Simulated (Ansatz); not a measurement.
**Electric field gradients in As2O3**

The cell is an entry of the Crystallography Open Database (COD), its atoms then relaxed with PBE in this cell.

```
As O
1.0
     0.00000    5.53672    5.53672
     5.53672    0.00000    5.53672
     5.53672    5.53672    0.00000
As O
8 12
Direct
  0.39559 0.39559 0.39559
  0.43677 0.85441 0.85441
  0.39559 0.39559 0.81323
  0.85441 0.43677 0.85441
  0.81323 0.39559 0.39559
  0.85441 0.85441 0.85441
  0.39559 0.81323 0.39559
  0.85441 0.85441 0.43677
  0.92772 0.57228 0.57228
  0.32228 0.67772 0.32228
  0.57228 0.92772 0.92772
  0.67772 0.32228 0.67772
  0.57228 0.92772 0.57228
  0.32228 0.32228 0.67772
  0.92772 0.57228 0.92772
  0.67772 0.67772 0.32228
  0.32228 0.67772 0.67772
  0.57228 0.57228 0.92772
  0.67772 0.32228 0.32228
  0.92772 0.92772 0.57228
```

Atoms are numbered from 1 in the order listed; like atoms form one site, named after its first atom.

All values are calculated (Ansatz; DFT, PBE, plane waves and PAW, scalar-relativistic, 420 eV cutoff, Γ-centred 3×3×3 k-points, Fermi–Dirac smearing 0.02 eV), not measured.

Conventions: |V_zz| ≥ |V_yy| ≥ |V_xx|, η = (V_xx − V_yy)/V_zz, C_Q = eQV_zz/h. Directions are in the Cartesian axes of the cell vectors above, for the atom listed; none is given where the gradient is under 0.02 or η is above 0.95.

**Question.** Give the quadrupolar parameters of the distinct sites.

**Answer.** 

```tsv
site	first atom	first shell	V_zz (10²¹ V/m²)	η	direction of V_zz (x, y, z)
As	1	3 O at 1.83 Å	-25.8	0.00	0.58 0.58 0.58
O	9	2 As at 1.83 Å, angle 127°	11.64	0.82	0.00 0.71 -0.71
```

An axis of threefold or higher order runs through As, so V_zz lies along it and η is zero.
